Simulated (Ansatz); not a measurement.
Data:

Al₂Pt:
```xyz
3
Lattice="0.0000 2.9730 2.9730 2.9730 0.0000 2.9730 2.9730 2.9730 0.0000" Properties=species:S:1:pos:R:3 pbc="T T T"
Pt     0.0000     0.0000     0.0000
Al     1.4865     1.4865     1.4865
Al     4.4595     4.4595     4.4595
```

This is the PBE-relaxed structure.

Question: All from DFT-PBE in the program Ansatz with PAW potentials, unless another level is named. Estimate the vibrational entropy at 300 K.

Answer: 30.0 J/(K·mol of atoms).

Question: Next, the zero-point energy?

Answer: 37.6 meV/atom.

Question: And the elastic constants (relaxed ions, GPa)?

Answer: C11 = 172, C12 = 108, C44 = 44.6.

Question: Predict the highest zone-centre frequency.

Answer: 35.3 meV.

Space group Fm-3m (fluorite or antifluorite type). The cell was relaxed with PBE under the symmetry of its start; phonons on a q-mesh show no instability. The run is not spin-polarised. As this level gives no gap, shear constants depend on the k-mesh and smearing (Fermi–Dirac, 0.1 eV here). Scalar-relativistic: spin–orbit coupling is off unless named, which matters more the heavier the elements.

Potentials: the later of the program's two PAW sets.
